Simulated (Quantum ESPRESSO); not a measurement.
# Moving one atom in Al3SiCAs3

The results below are calculated, not measured. They come from pw.x of Quantum ESPRESSO 7.5, a plane-wave density functional program, with PseudoDojo standard norm-conserving files (v0.5 for PBE, v0.4.1 for LDA and PBEsol). The cells are made up: elements, strain and atom displacements were drawn at random, and nothing was relaxed. There is no spin polarisation, spin-orbit coupling or dispersion term.

The cell has 8 sites of a zincblende or diamond lattice. Sites 1 to 4 hold Al Al Al Si; sites 5 to 8 hold C As As As. Cell vectors in Å: (5.898, -0.011, -0.006); (-0.011, 5.773, 0.095); (-0.006, 0.095, 5.935). Settings: PBE, cutoff 1143 eV, 6 x 6 x 6 k mesh shifted by half a step, Fermi-Dirac smearing of 0.1 eV.

Each run shifts the C atom on site 5 along y and leaves all else fixed. Site 1 is one of its nearest neighbours. E is the free energy of the cell above the lowest run shown.

| run | shift (Å) | Fy on site 5 (eV/Å) | Fy on site 1 (eV/Å) | P (GPa) | E (meV) |
| --- | --- | --- | --- | --- | --- |
| 1 | -0.0953 | 0.104 | 1.347 | -9.70 | 2.6 |
| 2 | -0.0425 | -0.006 | 1.368 | -9.73 | 0.0 |
| 4 | 0.0032 | -0.102 | 1.381 | -9.75 | 2.5 |
| 5 | 0.0374 | -0.173 | 1.387 | -9.75 | 7.2 |
| 6 | 0.0589 | -0.218 | 1.389 | -9.75 | 11.4 |
| 7 | 0.0786 | -0.258 | 1.390 | -9.75 | 16.1 |
| 3 | -0.0203 | ? | ? | ? | ? |

A rerun of one of these cells at 1437 eV and k mesh 8 x 8 x 8 moved values by no more than 0.004 eV in the cell's energy, 0.02 GPa in stress and 0.002 eV/Å in force.

## Worked fit

A parabola through the six runs shown gives Fy on site 5 = -0.095 - 2.08 u + 0.1 u² eV/Å, with u in Å and a scatter of 0.001 eV/Å. Minus the slope, 2.08 ± 0.02 eV/Å², is this atom's force constant along y at u = 0, with its periodic images moving too. The fitted force vanishes at u = -0.046 Å, where the energy should be lowest along this line. The error is the larger of the fit's own and the change that a cubic makes, rounded up.

## Withheld run

Question: what Fy on site 5 should run 3 give?

The fit gives -0.053 eV/Å. The calculation gave -0.053 eV/Å.

```
run,shift (Å),Fy on site 5 (eV/Å),Fy on site 1 (eV/Å),P (GPa),E (meV)
3,-0.0203,-0.053,1.375,-9.74,0.7
```